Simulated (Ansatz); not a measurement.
According to plane-wave PAW r²SCAN (Ansatz code), ZnSnN₂ in the orthorhombic phase (Pna2_1; Zn on 4a, Sn on 4a, N on 4a, N on 4a) relaxes to a = 5.847 Å, b = 6.733 Å, c = 5.474 Å. Zn has 4 nearest neighbours from 2.05 Å (tetrahedral); Sn has 4 nearest neighbours from 2.06 Å (tetrahedral); N on 4a has 4 nearest neighbours from 2.05 Å (tetrahedral); N on 4a has 4 nearest neighbours from 2.05 Å (tetrahedral). Its formation energy from the elements is -0.080 eV/atom, with no fitted shifts.

The Kohn–Sham gap is 0.53 eV (direct). The valence maximum lies at Γ and the conduction minimum at Γ.

The cell was relaxed with r²SCAN under the symmetry of its start. The references are the lowest solids computed at this level, not always the standard phases (solids in place of the gases). Spin–orbit coupling is left out wherever it is not named.

Potentials: the later of the program's two PAW sets.
